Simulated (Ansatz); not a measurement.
AlBRu3:
```yaml
crystal:
  lattice:
    - [4.02617, 0.00000, 0.00000]
    - [0.00000, 4.02617, 0.00000]
    - [0.00000, 0.00000, 4.02617]
  atoms:
    - { symbol: Al, position: [0.00000, 0.00000, 0.00000] }
    - { symbol: Ru, position: [0.00000, 0.50000, 0.50000] }
    - { symbol: Ru, position: [0.50000, 0.00000, 0.50000] }
    - { symbol: Ru, position: [0.50000, 0.50000, 0.00000] }
    - { symbol: B, position: [0.50000, 0.50000, 0.50000] }
```

Relaxed with r²SCAN. Special points in fractions of this cell's reciprocal vectors: Γ (0.000, 0.000, 0.000); X (0.000, 0.500, 0.000); M (0.500, 0.500, 0.000); R (0.500, 0.500, 0.500).

Problem. List the band energies nearest the Fermi level at these points for the program Ansatz at the r²SCAN level (PAW).

Solution. In eV from the Fermi level; about four levels below and three above (degenerate sets whole), none deeper than 8.9 eV; points with the same levels are listed once.

| k | below | above |
|---|---|---|
| Γ | -0.82 -0.82 -0.82 -0.38 -0.38 | 1.56 1.79 1.79 1.79 |
| X | -1.37 -0.70 -0.70 -0.50 | 0.14 1.79 3.81 3.81 |
| M | -1.89 -1.89 -0.78 -0.69 -0.29 | 0.05 0.47 2.51 2.51 |
| R | -1.22 -1.22 -1.22 -0.16 -0.16 | 1.45 1.45 1.45 |

Space group Pm-3m (cubic perovskite). The start of the workflow was typed in or built on a structure type; neither database checked (COD, Materials Project) lists it. Its standing as an ambient phase is unchecked. Symmetry was held in the r²SCAN relaxation; whether a distortion lowers the energy is not shown. No spin polarisation was allowed. The volume moved by -15 % from the start of the relaxation. Spin–orbit coupling is left out wherever it is not named.

Potentials: the later of the program's two PAW sets.
